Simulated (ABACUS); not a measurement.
A self-consistent single point of SnSe2 (P-3m1, 3 atoms in the cell; from Materials Project mp-665, changed as shown) with ABACUS.

Level of theory: PBEsol, PseudoDojo 0.4 standard norm-conserving PBEsol (tails mended) pseudopotentials (plane waves; ABACUS).

The change in words: lattice vector c scaled by 1.01. Reference geometry (P-3m1):
```xyz
3
Lattice="3.8419 0.0000 0.0000 -1.9209 3.3272 0.0000 0.0000 0.0000 6.4859" Properties=species:S:1:pos:R:3 pbc="T T T"
Sn     0.0000     0.0000     0.0000
Se     1.9210     1.1091     4.9105
Se     0.0000     2.2181     1.5754
```

Reference input (self-consistent single point, DFT, PBEsol, plane waves, PseudoDojo 0.4 standard norm-conserving PBEsol (tails mended) pseudopotentials): KPT = Gamma 7 7 3 0 0 0; basis_type = pw; ecutwfc = 86 Ry; smearing_method = gaussian; smearing_sigma = 0.000734986 Ry; potentials = PseudoDojo 0.4 standard norm-conserving PBEsol (tails mended); symmetry = 1; ks_solver = dav_subspace; scf_nmax = 100; scf_thr = 1.0e-09 Ry; mixing_type = broyden. This run's input differs from it in these lines:

```diff
@@ -28,3 +28,3 @@
   -3.6300693991    6.2874646365    0.0000000000
-   0.0000000000    0.0000000000   12.2565368772
+   0.0000000000    0.0000000000   12.3791026239
 
@@ -41,4 +41,4 @@
 2
-   1.9209519209    1.1090598909    4.9104597480 1 1 1
-  -0.0000019210    2.2181231091    1.5754202520 1 1 1
+   1.9209519209    1.1090598909    4.9595644969 1 1 1
+  -0.0000019210    2.2181231091    1.5911745031 1 1 1
 # file: KPT
```

Output (repeated stretches shortened):

```
 SELF-CONSISTENT
 -------------------------------------------
                                 init_chg = atomic

 PW ALGORITHM --------------- ION=   1  ELEC=   1--------------------------------

 Notice: Threshold on eigenvalues was too large.

 Density error is 0.0672707654298
                          Error Threshold = 0.000149023433166
 E_KohnSham     -641.8103814934      -8732.2782238644
 E_Fermi        0.5726519469         7.7913294482

 PW ALGORITHM --------------- ION=   1  ELEC=   2--------------------------------

 Density error is 0.0204483622648
                          Error Threshold = 0.000146240794413
   [... lines left out ...]

 Density error is 6.61487307314e-09
                          Error Threshold = 1.98867779067e-10
 E_KohnSham     -641.8293705415      -8732.5365831177
 E_Fermi        0.5438300954         7.3991880413

 PW ALGORITHM --------------- ION=   1  ELEC=   8--------------------------------

 Density error is 5.881115604e-10
                          Error Threshold = 1.43801588547e-11
 E_KohnSham     -641.8293705442      -8732.5365831550
 E_KS(sigma->0) -641.8293705442      -8732.5365831550
 E_entropy(-TS) -0.0000000000        -0.0000000000
 E_Fermi        0.5438452128         7.3993937247
 charge density convergence is achieved
 final etot is -8732.5365832 eV
 EFERMI = 7.3993937247 eV

 STATE ENERGY(eV) AND OCCUPATIONS    NSPIN == 1
   [... 30 lines left out ...]

 TOTAL-FORCE (eV/Angstrom)
                       Sn1         0.0000000000         0.0000000000         0.0000000000
                       Se1        -0.0000081232         0.0000046899         0.1124596149
                       Se2         0.0000081232        -0.0000046899        -0.1124596149

 TOTAL-STRESS (KBAR)
       -13.3525045196        -0.0000795367         0.0005017993
        -0.0000795367       -13.3525963511        -0.0002897140
         0.0005017993        -0.0002897140       -12.1732625531
 TOTAL-PRESSURE: -12.959454 KBAR

 --------------------------------------------
 !FINAL_ETOT_IS -8732.5365831549952418 eV
 --------------------------------------------
```

The run converged in 8 iterations. Against the reference run the free energy goes up by 1.3 meV/atom, the pressure goes from -0.74 to -1.30 GPa and the largest force goes from 0.032 to 0.112 eV/Å.

The structure comes from a collection of computed structures, made at another level of theory; the collection holds predicted forms beside known ones.

Cost on one core: about 90 core-seconds (a rough figure).

“Tails mended”: in these copies of the files the far tail of each local potential was reset to the Coulomb form.
